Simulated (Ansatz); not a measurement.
Input:

AlV:
```yaml
crystal:
  lattice:
    - [1.78126, -1.95016, 0.00000]
    - [1.78126, 1.95016, 0.00000]
    - [0.00000, 0.00000, 4.03760]
  atoms:
    - { symbol: Al, position: [0.00000, 0.00000, 0.00000] }
    - { symbol: V, position: [0.50000, 0.50000, 0.50000] }
```

This is the r²SCAN-relaxed structure.

Q: All from the program Ansatz at the r²SCAN level (PAW), unless another level is named. Estimate the formation energy from the elements (no fitted shifts).

A: -0.28 eV/atom.

Q: Next, the density of states at the Fermi level?

A: 0.43 states/eV per atom (mean over ±0.08 eV).

Space group Cmmm. The workflow started from a Materials Project entry (that database holds measured and hypothetical structures alike); the Crystallography Open Database copy checked does not list it. With Al and V taken as one species the cell has the higher symmetry I4/mmm, so it may be an ordered model of a mixed-site phase. Whether it is the stable phase at ambient conditions was not checked. Symmetry was held in the r²SCAN relaxation; whether a distortion lowers the energy is not shown. No spin polarisation was allowed. The references are the lowest solids computed at this level, not always the standard phases.

Potentials: the later of the program's two PAW sets.
